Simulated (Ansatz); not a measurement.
Relaxing tellurium (A15)

Theory: Ansatz 0.2.0, DFT, LDA (PW92), plane waves (420 eV) with PAW, scalar-relativistic. (PAW data from PBE, frozen cores regenerated.)

k-point mesh 4×4×4, Fermi-Dirac smearing 0.1 eV, no spin polarisation. Cell and atoms relax.

Starting structure:

```
Te
1.0
     6.13307    0.00000    0.00000
     0.00000    6.13307    0.00000
     0.00000    0.00000    6.13307
Te
8
Direct
  0.00000 0.00000 0.00000
  0.50000 0.50000 0.50000
  0.25000 0.00000 0.50000
  0.75000 0.00000 0.50000
  0.50000 0.25000 0.00000
  0.50000 0.75000 0.00000
  0.00000 0.50000 0.25000
  0.00000 0.50000 0.75000
```

Question: What cell does the relaxation end in?

Answer: Pm-3n with a = 6.013 Å; 27.18 Å³ per atom against 28.84 at the start (-5.7 %).

Question: How much energy does the relaxation gain?

Answer: 17.9 meV per atom.
